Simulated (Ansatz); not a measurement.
SrGe2Au2 in space group I4/mmm (No. 139; Sr on 2a, Ge on 4e, Au on 4d), PBE (plane waves, PAW; program Ansatz), all energies at zero smearing, with the estimated change up to a 700 eV cutoff added, with one set of potentials and settings (totals compare only within such a set). Cell of 5 atoms (1 Sr, 2 Ge, 2 Au): -38435.344 eV.

```
element             reference phase  E (eV/atom)
-------  --------------------------  -----------
Sr        C2/m, 3 atoms in the cell   -3544.2201
Ge       Fd-3m, 2 atoms in the cell   -4294.9847
Au       Fm-3m, 1 atoms in the cell  -13149.3277
```

Formation energy per atom, worked out: (-38435.344 − 1×(-3544.2201) − 2×(-4294.9847) − 2×(-13149.3277))/5 = -0.500 eV/atom (-48 kJ per mol of atoms), at 0 K, without zero-point energy or fitted corrections.

The workflow started from an entry of the Crystallography Open Database (COD). Whether it is the stable phase at ambient conditions was not checked. The cell was relaxed with PBE under the symmetry of its start; whether a distortion lowers the energy is not shown. The references are the lowest solids computed at this level, not always the standard phases. Spin–orbit coupling is left out wherever it is not named.

Potentials: the later of the program's two PAW sets.
